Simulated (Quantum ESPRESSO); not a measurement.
AsSiF3O3, one run as intended and one with a planted mistake

Computed values, not a measurement. The program is pw.x of Quantum ESPRESSO 7.5 (plane-wave density functional theory). The cell is made up: 8 atoms on a quartz lattice with one site empty, with randomly drawn elements, strain and displacements, not relaxed. PseudoDojo standard norm-conserving files (v0.5 for PBE, v0.4.1 for LDA and PBEsol) set the functional; there is no spin polarisation, spin-orbit coupling or dispersion term, and the masses in the input are unused placeholders.

Intended input:

```
&control calculation='scf', pseudo_dir='./dojo.nc.sr.pbe.v0_5.standard.upf', outdir='./o', disk_io='low', tprnfor=.true., tstress=.true. /
&system ibrav=0, nat=8, ntyp=4, nbnd=35, ecutwfc=84.00895049, nosym=.true., tot_charge=0,
 occupations='smearing', smearing='fd', degauss=0.0018374661
/
&electrons conv_thr=7.350e-09, electron_maxstep=60, /
ATOMIC_SPECIES
As 1.0 As.upf
F 1.0 F.upf
O 1.0 O.upf
Si 1.0 Si.upf
CELL_PARAMETERS angstrom
4.9976 0.0 0.0
-2.4988 4.3281 0.0
0.0 0.0 5.4855
ATOMIC_POSITIONS angstrom
As -1.1474 2.1468 1.765
Si 1.3041 2.3422 0.0229
F 1.4733 1.2165 4.3157
F 3.3198 0.6755 2.5297
O 2.7586 2.5738 0.7089
F 0.2537 1.8203 1.1252
O -1.1109 3.1438 3.0275
O 0.8613 3.7618 4.8598
K_POINTS automatic
5 5 4 1 1 1
```

The log is shortened where brackets say so; the opening notice, blank lines, dates and the lines on written files are dropped, and the path of the files is cut. It prints rydbergs, bohrs and kilobars, and counts compression as positive stress. Where no state is partly filled, the Fermi energy that it prints is only some level between the filled and the empty states on the mesh, and need not lie in the true gap.

Log of the intended run:

```
     Program PWSCF v.7.5
     Parallel version (MPI & OpenMP), running on       4 processor cores
     Number of MPI processes:                 4
     Threads/MPI process:                     1
     [start-up lines left out]
     bravais-lattice index     =            0
     lattice parameter (alat)  =       9.4441  a.u.
     unit-cell volume          =     800.7033 (a.u.)^3
     number of atoms/cell      =            8
     number of atomic types    =            4
     number of electrons       =        58.00
     number of Kohn-Sham states=           35
     kinetic-energy cutoff     =      84.0090  Ry
     charge density cutoff     =     336.0358  Ry
     scf convergence threshold =      7.3E-09
     mixing beta               =       0.7000
     number of iterations used =            8  plain     mixing
     Exchange-correlation= PBE
                           (   1   4   3   4   0   0   0)
     [axes and pseudopotential details left out]
   Cartesian axes
     site n.     atom                  positions (alat units)
         1        As     tau(   1) = (  -0.2295902   0.4295662   0.3531695  )
         2        Si     tau(   2) = (   0.2609453   0.4686650   0.0045822  )
         3        F      tau(   3) = (   0.2948015   0.2434168   0.8635545  )
         4        F      tau(   4) = (   0.6642789   0.1351649   0.5061830  )
         5        O      tau(   5) = (   0.5519850   0.5150072   0.1418481  )
         6        F      tau(   6) = (   0.0507644   0.3642348   0.2251481  )
         7        O      tau(   7) = (  -0.2222867   0.6290619   0.6057908  )
         8        O      tau(   8) = (   0.1723427   0.7527213   0.9724268  )
     number of k points=    50  Fermi-Dirac smearing, width (Ry)=  0.0018
                       cart. coord. in units 2pi/alat
        k(    1) = (   0.1000000   0.1732030   0.1138821), wk =   0.0400000
        k(    2) = (   0.1000000   0.1732030   0.3416462), wk =   0.0400000
     [further k points left out]
     Dense  grid:    83317 G-vectors     FFT dimensions: (  60,  60,  64)
     Estimated max dynamical RAM per process >     182.45 MB
     Estimated total dynamical RAM >     668.79 MB
     Initial potential from superposition of free atoms
     starting charge      57.9991, renormalised to      58.0000
     Starting wfcs are   37 randomized atomic wfcs
     total cpu time spent up to now is        4.0 secs
     per-process dynamical memory:   140.9 Mb
     Self-consistent Calculation
     iteration #  1     ecut=    84.01 Ry     beta= 0.70
     Davidson diagonalization with overlap
     ethr =  1.00E-02,  avg # of iterations =  3.0
     total cpu time spent up to now is       12.8 secs
     total energy              =    -466.28553239 Ry
     estimated scf accuracy    <       2.51718667 Ry
     iteration #  2     ecut=    84.01 Ry     beta= 0.70
     Davidson diagonalization with overlap
     ethr =  4.34E-03,  avg # of iterations =  3.0
     total cpu time spent up to now is       19.1 secs
     total energy              =    -465.44391613 Ry
     estimated scf accuracy    <       9.89891670 Ry
     [iterations 3 to 11 left out]
     iteration # 12     ecut=    84.01 Ry     beta= 0.70
     Davidson diagonalization with overlap
     ethr =  9.84E-11,  avg # of iterations =  3.8
     total cpu time spent up to now is       96.5 secs
     total energy              =    -467.50256663 Ry
     estimated scf accuracy    <       0.00000002 Ry
     iteration # 13     ecut=    84.01 Ry     beta= 0.70
     Davidson diagonalization with overlap
     ethr =  3.93E-11,  avg # of iterations =  2.0
     total cpu time spent up to now is      102.2 secs
     End of self-consistent calculation
     [lines on levels left out]
     the Fermi energy is     3.7604 ev
!    total energy              =    -467.50256664 Ry
     estimated scf accuracy    <          8.0E-10 Ry
     smearing contrib. (-TS)   =      -0.00000000 Ry
     internal energy E=F+TS    =    -467.50256664 Ry
     The total energy is F=E-TS. E is the sum of the following terms:
     one-electron contribution =    -338.37670067 Ry
     hartree contribution      =     194.54867000 Ry
     xc contribution           =    -109.24555148 Ry
     ewald contribution        =    -214.42898449 Ry
     convergence has been achieved in  13 iterations
     Forces acting on atoms (cartesian axes, Ry/au):
     atom    1 type  1   force =    -0.28492196    0.03633990    0.42221513
     atom    2 type  4   force =     0.08549775    0.17981094   -0.35321638
     atom    3 type  2   force =    -0.03049407    0.03323064    0.09079451
     atom    4 type  2   force =     0.02774833   -0.01024338   -0.05595642
     atom    5 type  3   force =    -0.10019160    0.01881782   -0.13462669
     atom    6 type  2   force =     0.25780062   -0.17113262   -0.06182065
     atom    7 type  3   force =     0.02790767    0.01708618   -0.01670376
     atom    8 type  3   force =     0.01665327   -0.10390949    0.10931425
     Total force =     0.769360     Total SCF correction =     0.000065
     Computing stress (Cartesian axis) and pressure
          total   stress  (Ry/bohr**3)                   (kbar)     P=      140.04
   0.00214363  -0.00021535  -0.00020434          315.34      -31.68      -30.06
  -0.00021535  -0.00003082  -0.00004856          -31.68       -4.53       -7.14
  -0.00020434  -0.00004856   0.00074316          -30.06       -7.14      109.32
     init_run     :      3.66s CPU      3.89s WALL (       1 calls)
     electrons    :     97.05s CPU     98.26s WALL (       1 calls)
     forces       :      1.00s CPU      1.05s WALL (       1 calls)
     stress       :      3.29s CPU      3.29s WALL (       1 calls)
     [timing details left out]
     PWSCF        :   1m45.11s CPU   1m46.68s WALL
     JOB DONE.
```

A second run has one planted mistake: the files are those of another functional. The input lines that differ, file-writing options aside:

```
- &control calculation='scf', pseudo_dir='./dojo.nc.sr.pbe.v0_5.standard.upf', outdir='./o', disk_io='low', tprnfor=.true., tstress=.true. /
+ &control calculation='scf', pseudo_dir='./dojo.nc.sr.lda.v0_4_1.standard.upf', outdir='./o', disk_io='low', tprnfor=.true., tstress=.true. /
```

Its log:

```
     Program PWSCF v.7.5
     Parallel version (MPI & OpenMP), running on       4 processor cores
     Number of MPI processes:                 4
     Threads/MPI process:                     1
     [start-up lines left out]
     bravais-lattice index     =            0
     lattice parameter (alat)  =       9.4441  a.u.
     unit-cell volume          =     800.7033 (a.u.)^3
     number of atoms/cell      =            8
     number of atomic types    =            4
     number of electrons       =        58.00
     number of Kohn-Sham states=           35
     kinetic-energy cutoff     =      84.0090  Ry
     charge density cutoff     =     336.0358  Ry
     scf convergence threshold =      7.3E-09
     mixing beta               =       0.7000
     number of iterations used =            8  plain     mixing
     Exchange-correlation= SLA  PW   NOGX NOGC
                           (   1   4   0   0   0   0   0)
     [axes and pseudopotential details left out]
   Cartesian axes
     site n.     atom                  positions (alat units)
         1        As     tau(   1) = (  -0.2295902   0.4295662   0.3531695  )
         2        Si     tau(   2) = (   0.2609453   0.4686650   0.0045822  )
         3        F      tau(   3) = (   0.2948015   0.2434168   0.8635545  )
         4        F      tau(   4) = (   0.6642789   0.1351649   0.5061830  )
         5        O      tau(   5) = (   0.5519850   0.5150072   0.1418481  )
         6        F      tau(   6) = (   0.0507644   0.3642348   0.2251481  )
         7        O      tau(   7) = (  -0.2222867   0.6290619   0.6057908  )
         8        O      tau(   8) = (   0.1723427   0.7527213   0.9724268  )
     number of k points=    50  Fermi-Dirac smearing, width (Ry)=  0.0018
                       cart. coord. in units 2pi/alat
        k(    1) = (   0.1000000   0.1732030   0.1138821), wk =   0.0400000
        k(    2) = (   0.1000000   0.1732030   0.3416462), wk =   0.0400000
     [further k points left out]
     Dense  grid:    83317 G-vectors     FFT dimensions: (  60,  60,  64)
     Estimated max dynamical RAM per process >     182.45 MB
     Estimated total dynamical RAM >     668.79 MB
     Initial potential from superposition of free atoms
     starting charge      57.9992, renormalised to      58.0000
     Starting wfcs are   37 randomized atomic wfcs
     total cpu time spent up to now is        6.1 secs
     per-process dynamical memory:   140.5 Mb
     Self-consistent Calculation
     iteration #  1     ecut=    84.01 Ry     beta= 0.70
     Davidson diagonalization with overlap
     ethr =  1.00E-02,  avg # of iterations =  3.0
     total cpu time spent up to now is       17.6 secs
     total energy              =    -465.53643661 Ry
     estimated scf accuracy    <       2.44400176 Ry
     iteration #  2     ecut=    84.01 Ry     beta= 0.70
     Davidson diagonalization with overlap
     ethr =  4.21E-03,  avg # of iterations =  3.0
     total cpu time spent up to now is       25.6 secs
     total energy              =    -464.65466096 Ry
     estimated scf accuracy    <      10.22718340 Ry
     [iterations 3 to 11 left out]
     iteration # 12     ecut=    84.01 Ry     beta= 0.70
     Davidson diagonalization with overlap
     ethr =  1.55E-10,  avg # of iterations =  2.2
     total cpu time spent up to now is       96.4 secs
     total energy              =    -466.74114922 Ry
     estimated scf accuracy    <       0.00000001 Ry
     iteration # 13     ecut=    84.01 Ry     beta= 0.70
     Davidson diagonalization with overlap
     ethr =  2.46E-11,  avg # of iterations =  2.4
     total cpu time spent up to now is      102.8 secs
     End of self-consistent calculation
     [lines on levels left out]
     the Fermi energy is     3.5373 ev
!    total energy              =    -466.74114922 Ry
     estimated scf accuracy    <          7.4E-10 Ry
     smearing contrib. (-TS)   =      -0.00000000 Ry
     internal energy E=F+TS    =    -466.74114922 Ry
     The total energy is F=E-TS. E is the sum of the following terms:
     one-electron contribution =    -338.86997735 Ry
     hartree contribution      =     193.68705029 Ry
     xc contribution           =    -107.12923767 Ry
     ewald contribution        =    -214.42898449 Ry
     convergence has been achieved in  13 iterations
     Forces acting on atoms (cartesian axes, Ry/au):
     atom    1 type  1   force =    -0.28075560    0.03529301    0.41588351
     atom    2 type  4   force =     0.08521669    0.17624339   -0.34917053
     atom    3 type  2   force =    -0.02802979    0.04680122    0.10554347
     atom    4 type  2   force =     0.03110548    0.00911077   -0.06151087
     atom    5 type  3   force =    -0.10010547    0.00739957   -0.12306014
     atom    6 type  2   force =     0.24282201   -0.15375068   -0.06497617
     atom    7 type  3   force =     0.03035204    0.00066767   -0.03709486
     atom    8 type  3   force =     0.01939464   -0.12176495    0.11438558
     Total force =     0.758188     Total SCF correction =     0.000059
     Computing stress (Cartesian axis) and pressure
          total   stress  (Ry/bohr**3)                   (kbar)     P=       71.18
   0.00165538  -0.00020015  -0.00019850          243.52      -29.44      -29.20
  -0.00020015  -0.00046907  -0.00005684          -29.44      -69.00       -8.36
  -0.00019850  -0.00005684   0.00026526          -29.20       -8.36       39.02
     init_run     :      5.72s CPU      6.03s WALL (       1 calls)
     electrons    :     95.49s CPU     96.63s WALL (       1 calls)
     forces       :      1.10s CPU      1.13s WALL (       1 calls)
     stress       :      4.12s CPU      4.13s WALL (       1 calls)
     [timing details left out]
     PWSCF        :   1m46.58s CPU   1m48.15s WALL
     JOB DONE.
```

|  | intended run | run with the mistake |
| --- | --- | --- |
| free energy (eV) | -6360.696 | -6350.337 |
| smearing term -TS (eV) | 0.0000 | 0.0000 |
| pressure (GPa) | 14.00 | 7.12 |
| largest force component (eV/Å) | 10.856 | 10.693 |
| largest change of a force component (eV/Å) |  | 0.524 |
| iterations | 13 | 13 |

For scale, a rerun of the intended cell at a cutoff of 1437 eV and k mesh 7 x 7 x 6 moved values by no more than 0.004 eV in energy, 0.02 GPa in stress and 0.003 eV/Å in force. Files of another functional have another zero of energy, so the energy change says nothing on stability.